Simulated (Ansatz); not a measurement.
CO2:
```xyz
12
Lattice="5.5782 0.0000 0.0000 0.0000 5.5782 0.0000 0.0000 0.0000 5.5782" Properties=species:S:1:pos:R:3 pbc="T T T"
C      0.0000     0.0000     0.0000
C      2.7891     0.0000     2.7891
C      2.7891     2.7891     0.0000
C      0.0000     2.7891     2.7891
O      0.6698     0.6698     0.6698
O      4.9084     4.9084     4.9084
O      2.1193     4.9084     3.4589
O      3.4589     0.6698     2.1193
O      3.4589     2.1193     4.9084
O      2.1193     3.4589     0.6698
O      4.9084     3.4589     2.1193
O      0.6698     2.1193     3.4589
```

Relaxed with r²SCAN. Special points in fractions of this cell's reciprocal vectors: Γ (0.000, 0.000, 0.000); X (0.000, 0.500, 0.000); M (0.500, 0.500, 0.000); R (0.500, 0.500, 0.500); X1 (0.500, 0.000, 0.000).

### Question
List the band energies nearest the valence-band maximum at these points for r²SCAN (plane waves, PAW; program Ansatz).

### Answer
In eV from the valence-band maximum; about four levels below and three above (degenerate sets whole), none deeper than 8.9 eV; points with the same levels are listed once.

| k | below | above |
|---|---|---|
| Γ | -0.20 -0.20 -0.20 0.00 0.00 | 7.52 8.85 8.85 8.85 |
| X | -0.31 -0.31 -0.08 -0.08 | 8.79 8.79 9.00 9.00 |
| M | -0.29 -0.29 -0.29 -0.29 | 8.78 8.78 8.78 8.78 |
| R | -0.33 -0.33 -0.33 -0.33 | 8.78 8.78 8.78 8.78 |

Space group Pa-3. The cell was relaxed with r²SCAN under the symmetry of its start. The substance is a gas or liquid at ambient conditions; this is its low-temperature solid. A crystal of weakly bound molecules computed without a dispersion correction: the cell and the soft elastic constants depend strongly on that.

Potentials: the later of the program's two PAW sets.
